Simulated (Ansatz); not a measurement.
Problem. Name crystals whose computed values (plane-wave PAW HSE06 (Ansatz code)) fall in these windows: B₀ by P(V) fit (GPa) 72 to 92; gap (eV) 1.3 to 1.7.

Solution. 

```json
[
 {"crystal": "GaP, R-3m (Ga on 6c, P on 6c)", "B₀ by P(V) fit (GPa)": "79.6", "gap (eV)": "1.44"}
]
```
Others may fit too.

Not the usual ambient phase: GaP, R-3m (Ga on 6c, P on 6c). The cell was relaxed under the symmetry of its start. Scalar-relativistic: spin–orbit coupling is off unless named, which matters more the heavier the elements.

Potentials: the later of the program's two PAW sets.
